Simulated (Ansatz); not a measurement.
The start is a generated cell, Ag built in the hcp structure type. The structure is fully relaxed (lattice and positions, P = 0) with PBEsol (plane waves to 420 eV, PAW, scalar-relativistic; Ansatz, an electronic-structure program). The first steps use a coarse 13×13×7 k-mesh.

Starting cell:
```
Ag
1.0
    2.89764     0.00000     0.00000
   -1.44882     2.50943     0.00000
    0.00000     0.00000     4.70459
Ag
2
Cartesian
  0.00000   1.67295   1.17615
  1.44882   0.83648   3.52844
```

| Item | Result |
|---|---|
| Initial pressure | -2.8 GPa (negative: the cell is under tension) |
| Energy released | 0.01 eV/atom |
| Volume change | -2.5 %, from 17.10 to 16.68 Å³/atom |
| Shortest distances (start → end) | The closest pairs of elements (up to four, under 3.6 Å), start → end: Ag–Ag 2.89 → 2.86 Å |
| Band gap at the end | no gap (metallic) |
| Optimiser moves | 6 |

Final structure:

Space group P6₃/mmc (No. 194); a = 2.8558 Å, b = 2.8558 Å, c = 4.7232 Å, α = 90.00°, β = 90.00°, γ = 120.00°

```json
[
 {"atom": "Ag", "site": "2c", "symmetry": "-6m2", "x": "0.3333", "y": "0.6667", "z": "0.2500"}
]
```

Final values are on a 19×19×10 k-mesh of the relaxed cell. No spin polarisation in the result.

The run could not lose the symmetry of its start; a randomly shaken copy of 4 atoms returns to this structure.

All atoms sit on sites fixed by symmetry, so only the cell could relax.

The relaxed structure here is a generated cell of Ag: the first start was made by placing the elements on the sites of a structure type, and the end was not matched to a known phase here, so it may be hypothetical. Known forms of Ag include space group No. 225.
